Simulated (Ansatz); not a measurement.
Sn$_{3}$Te$_{2}$Se:
```cif
data_SeSn3Te2
_chemical_formula_sum 'Sn3 Te2 Se1'
_space_group_name_H-M_alt 'P-3m1'
_space_group_IT_number 164
_space_group_name_Hall '-P 3 2"'
_cell_length_a 4.42697
_cell_length_b 4.42697
_cell_length_c 10.79263
_cell_angle_alpha 90.000
_cell_angle_beta 90.000
_cell_angle_gamma 120.000
loop_
_atom_site_label
_atom_site_type_symbol
_atom_site_symmetry_multiplicity
_atom_site_Wyckoff_symbol
_atom_site_fract_x
_atom_site_fract_y
_atom_site_fract_z
_atom_site_occupancy
Sn1 Sn 1 b 0.00000 0.00000 0.50000 1
Sn2 Sn 2 d 0.33333 0.66667 0.15218 1
Te1 Te 2 d 0.66667 0.33333 0.32596 1
Se1 Se 1 a 0.00000 0.00000 0.00000 1
```

Relaxed at zero pressure with plane-wave PAW r²SCAN (Ansatz code).

The volume is lowered by 3 % and shape and atoms relax at that volume. What pressure results, and how do the axes share the change?

1.5 GPa; a -1.1 %, b -1.1 %, c -0.9 %; the energy rises by 4 meV/atom.

Give the new structure.


Space group P-3m1 (No. 164); a = b = 4.380 Å, c = 10.693 Å, α = β = 90.00°, γ = 120.00°

```
atom  site  symmetry       x       y       z
----  ----  --------  ------  ------  ------
Sn      1b      -3m.  0.0000  0.0000  0.5000
Sn      2d       3m.  0.3333  0.6667  0.1518
Te      2d       3m.  0.6667  0.3333  0.3259
Se      1a      -3m.  0.0000  0.0000  0.0000
```

The phase is kept; no other phase was compared at this pressure.

The first step of the workflow began from a Materials Project structure, measured or hypothetical; the Crystallography Open Database copy checked does not list it. Its standing as an ambient phase is unchecked. Symmetry was held in the r²SCAN relaxation; its stability against distortions is not shown here. Scalar-relativistic: spin–orbit coupling is off unless named, which matters more the heavier the elements.

Potentials: the later of the program's two PAW sets.
